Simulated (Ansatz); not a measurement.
**MgSc (Pm-3m): elasticity against pressure**

```
CELL_PARAMETERS angstrom
3.56318 0.00000 0.00000
0.00000 3.56318 0.00000
0.00000 0.00000 3.56318
ATOMIC_POSITIONS crystal
Mg 0.00000 0.00000 0.00000
Sc 0.50000 0.50000 0.50000
```

This is the zero-pressure cell. At each pressure cell and atoms are relaxed in this structure, and the constants are slopes of the stress at strains of ±0.005 with relaxed ions (the coefficients that govern stability under load). Level: PBEsol, PAW on Ansatz 0.2.0's default frozen-core files (fitted under PBE), scalar-relativistic; k mesh 14×14×14, strains of ±0.005, Fermi-Dirac smearing of 0.050 eV, cutoff 420 eV. P is the pressure of the relaxed cell, less that of this one.

```tsv
P (GPa)	V/V₀	C11 (GPa)	C12 (GPa)	C44 (GPa)
0.00	1.0000	66.8	44.1	56.0
1.00	0.9815	70.8	47.5	57.8
1.98	0.9647	74.6	50.8	59.4
4.00	?	?	?	?
6.99	0.8949	91.1	67.2	65.3
9.99	0.8619	99.3	76.6	67.7
15.00	0.8158	112.1	91.5	70.6
```

Question: Does the bulk modulus from the constants agree with the pressure-volume curve?

Answer: A third-order Birch-Murnaghan fit to the volumes shown (F against f, f = [(V₀/V)^(2/3) − 1]/2) gives B₀ = 51.8 GPa and B′ = 3.5. Its −V dP/dV stands beside (C11 + 2C12)/3:

| P (GPa) | from P(V) | from the constants |
| --- | --- | --- |
| 0.00 | 51.8 | 51.7 |
| 1.00 | 55.3 | 55.3 |
| 1.98 | 58.6 | 58.7 |
| 6.99 | 75.0 | 75.1 |
| 9.99 | 84.4 | 84.2 |
| 15.00 | 99.6 | 98.3 |

Question: What are the pressure derivatives at zero pressure?

Answer: Slopes at V₀ of quadratic fits in −ln(V/V₀) through the first four rows shown, divided by B₀: dC11/dP = 4.1, dC12/dP = 3.4, dC44/dP = 1.9. The mean slopes up to 2.0 GPa are 3.9, 3.4, 1.7; curvature and scatter of the constants part the two. The combination (dC11/dP + 2 dC12/dP)/3 = 3.6 stands against B′.

Question: Fill the row at 4.00 GPa.

Answer: Cubic fits in −ln(V/V₀) through all rows shown give C11 = 81.7, C12 = 57.5, C44 = 62.1 GPa. Computed: V/V₀ = 0.9338, C11 (GPa) = 81.7, C12 (GPa) = 57.5, C44 (GPa) = 62.2.

Question: Does a shear stiffness soften?

Answer: C44 goes from 56.0 to 70.6 GPa; (C11 − C12)/2 goes from 11.3 to 10.3 GPa, through a maximum of 12.1 near 4 GPa. (C11 − C12)/2 softens under pressure, though the lattice stays mechanically stable over this range.

Caveats: the structure is a database entry and needn't be the stable phase; no other phase was computed; many crystals of this kind change structure within this range, and rows or crossings beyond such a change describe a metastable lattice; frozen-core PAW files fitted under PBE, their cores solved anew for the functional of the run; responses of metals move with mesh and smearing; phonons weren't checked at these pressures.
